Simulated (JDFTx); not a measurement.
An input for a modified build of JDFTx (BN(0001), linear PCM (GLSSA13), water, 0.5 M NaCl; bohr, hartree) and the course of its log:

```
lattice \
  4.7478044372 -2.3739022281 0.0000000000 \
  0.0000000000 4.1117192600 0.0000000000 \
  0.0000000000 0.0000000000 52.1564410397
coords-type Lattice
ion B 0.6666666667 0.3333333333 -0.2094364130 0
ion B 0.3333333333 0.6666666667 -0.0698121380 0
ion B 0.6666666667 0.3333333333 0.0698121380 0
ion B 0.3333333333 0.6666666667 0.2094364130 0
ion N 0.3333333333 0.6666666667 -0.2094364130 0
ion N 0.6666666667 0.3333333333 -0.0698121380 0
ion N 0.3333333333 0.6666666667 0.0698121380 0
ion N 0.6666666667 0.3333333333 0.2094364130 0
ion-species pseudo/b_pbe_v1.4.upf
ion-species pseudo/n_pbe_v1.2.upf
elec-cutoff 20 100
elec-ex-corr gga-PBE
coulomb-interaction Slab 001
coulomb-truncation-embed 0 0 0
kpoint-folding 12 12 1
elec-smearing Fermi 0.003
elec-n-bands 22
target-mu -0.025357
electronic-scf nIterations 100 energyDiffThreshold 1e-07
fluid LinearPCM
pcm-variant GLSSA13
fluid-solvent H2O
fluid-cation Na+ 0.5
fluid-anion Cl- 0.5
fluid-minimize nIterations 400 knormThreshold 1e-12
wavefunction read f0.wfns
elec-initial-eigenvals f0.eigenvals
elec-initial-fillings read f0.fillings
fluid-initial-state f0.fluidState
dump-name f0_u0.$VAR
dump End State Ecomponents EigStats BandEigs Forces ElecDensity IonicPositions Fillings Kpoints Dtot FluidDebug BoundCharge FluidDensity
```

```
[one cycle in 5 is shown, and the last three; fluid-solver lines are left out]
	FillingsUpdate:  mu: -0.025357000  nElectrons: 33.253072
SCF: Cycle:  0   G: -49.726301402406470   dG: +1.183e+00   |Residual|: 8.837e-02   |deigs|: 9.094e-09
	FillingsUpdate:  mu: -0.025357000  nElectrons: 32.033172
SCF: Cycle:  5   G: -50.909275957762326   dG: -1.574e-05   |Residual|: 2.041e-03   |deigs|: 4.121e-04
	FillingsUpdate:  mu: -0.025357000  nElectrons: 32.078341
SCF: Cycle: 10   G: -50.907979622240980   dG: -6.280e-04   |Residual|: 3.433e-03   |deigs|: 4.380e-04
	FillingsUpdate:  mu: -0.025357000  nElectrons: 32.043559
SCF: Cycle: 15   G: -50.909358902415732   dG: -1.621e-04   |Residual|: 1.645e-03   |deigs|: 4.468e-03
	FillingsUpdate:  mu: -0.025357000  nElectrons: 32.049714
SCF: Cycle: 20   G: -50.909102782408873   dG: -2.583e-03   |Residual|: 1.579e-03   |deigs|: 3.496e-03
	FillingsUpdate:  mu: -0.025357000  nElectrons: 32.052767
SCF: Cycle: 25   G: -50.909094735278607   dG: -6.694e-05   |Residual|: 1.377e-03   |deigs|: 2.285e-04
	FillingsUpdate:  mu: -0.025357000  nElectrons: 32.038553
SCF: Cycle: 30   G: -50.909338131220871   dG: +2.566e-05   |Residual|: 9.197e-04   |deigs|: 3.907e-04
	FillingsUpdate:  mu: -0.025357000  nElectrons: 32.039511
SCF: Cycle: 35   G: -50.909314060782158   dG: -9.230e-06   |Residual|: 1.093e-03   |deigs|: 1.298e-04
	FillingsUpdate:  mu: -0.025357000  nElectrons: 32.161096
SCF: Cycle: 40   G: -50.911550409720029   dG: -1.797e-03   |Residual|: 5.377e-03   |deigs|: 2.306e-03
	FillingsUpdate:  mu: -0.025357000  nElectrons: 32.047876
SCF: Cycle: 45   G: -50.909450916330393   dG: -6.660e-05   |Residual|: 7.348e-04   |deigs|: 6.297e-04
	FillingsUpdate:  mu: -0.025357000  nElectrons: 32.040308
SCF: Cycle: 50   G: -50.909302617803782   dG: -9.727e-06   |Residual|: 1.201e-03   |deigs|: 1.554e-04
	FillingsUpdate:  mu: -0.025357000  nElectrons: 32.042151
SCF: Cycle: 55   G: -50.909390442046771   dG: +3.799e-05   |Residual|: 6.130e-04   |deigs|: 3.744e-04
	FillingsUpdate:  mu: -0.025357000  nElectrons: 32.039805
SCF: Cycle: 60   G: -50.909326292810746   dG: +1.796e-05   |Residual|: 9.294e-04   |deigs|: 2.605e-04
	FillingsUpdate:  mu: -0.025357000  nElectrons: 32.154825
SCF: Cycle: 65   G: -50.911317078722249   dG: -5.476e-05   |Residual|: 5.149e-03   |deigs|: 2.378e-04
	FillingsUpdate:  mu: -0.025357000  nElectrons: 32.039975
SCF: Cycle: 70   G: -50.909339162327356   dG: +2.268e-04   |Residual|: 8.242e-04   |deigs|: 1.840e-03
	FillingsUpdate:  mu: -0.025357000  nElectrons: 32.054788
SCF: Cycle: 75   G: -50.909529933754143   dG: -8.347e-05   |Residual|: 9.740e-04   |deigs|: 9.792e-04
	FillingsUpdate:  mu: -0.025357000  nElectrons: 32.087638
SCF: Cycle: 80   G: -50.909923890390218   dG: -3.702e-04   |Residual|: 2.392e-03   |deigs|: 1.461e-03
	FillingsUpdate:  mu: -0.025357000  nElectrons: 32.048933
SCF: Cycle: 85   G: -50.909470840311634   dG: -9.492e-05   |Residual|: 7.484e-04   |deigs|: 8.259e-04
	FillingsUpdate:  mu: -0.025357000  nElectrons: 32.101538
SCF: Cycle: 90   G: -50.910059328504559   dG: -6.360e-04   |Residual|: 2.954e-03   |deigs|: 1.936e-03
	FillingsUpdate:  mu: -0.025357000  nElectrons: 32.045339
SCF: Cycle: 95   G: -50.909424263398833   dG: +4.437e-04   |Residual|: 7.044e-04   |deigs|: 1.727e-03
	FillingsUpdate:  mu: -0.025357000  nElectrons: 32.196306
SCF: Cycle: 97   G: -50.912754400152629   dG: -1.245e-03   |Residual|: 6.410e-03   |deigs|: 1.794e-03
	FillingsUpdate:  mu: -0.025357000  nElectrons: 32.176502
SCF: Cycle: 98   G: -50.911902692631173   dG: +8.517e-04   |Residual|: 5.883e-03   |deigs|: 1.300e-03
	FillingsUpdate:  mu: -0.025357000  nElectrons: 32.041404
SCF: Cycle: 99   G: -50.909371846409812   dG: +2.531e-03   |Residual|: 7.395e-04   |deigs|: 4.515e-03
SCF: None of the convergence criteria satisfied after 100 iterations.
IonicMinimize: Iter:   0  G: -50.909371846409812  |grad|_K:  0.000e+00
IonicMinimize: Converged (|grad|_K<1.000000e-04).
```

This run gave no converged result. The electronic loop ended without meeting its threshold, so the last energy, electron count and forces aren't results.
